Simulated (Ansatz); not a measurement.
NbC (rock salt, Fm-3m) at seven volumes, PBE in the plane-wave PAW code Ansatz, scaled uniformly. One row is withheld.

```csv
V (Å³/atom),P (GPa)
10.262,?
10.600,21.17
10.939,9.76
11.277,0.00
11.615,-8.34
11.953,-15.47
12.292,-21.56
```

**Question.** Fit the shown pressures and predict the withheld one.

**Answer.** P = (3/2)B₀(x^(7/2) − x^(5/2))[1 + (3/4)(B′ − 4)(x − 1)] with x = (V₀/V)^(2/3). Least squares on the six rows gives V₀ = 11.277 Å³/atom, B₀ = 300 GPa, B′ = 4.22. At V = 10.262, x = 1.0649 and P = 34.54 GPa. The run itself gave 34.54 GPa.

The PBE relaxation kept the symmetry of its start. The run is not spin-polarised.

Potentials: the later of the program's two PAW sets.
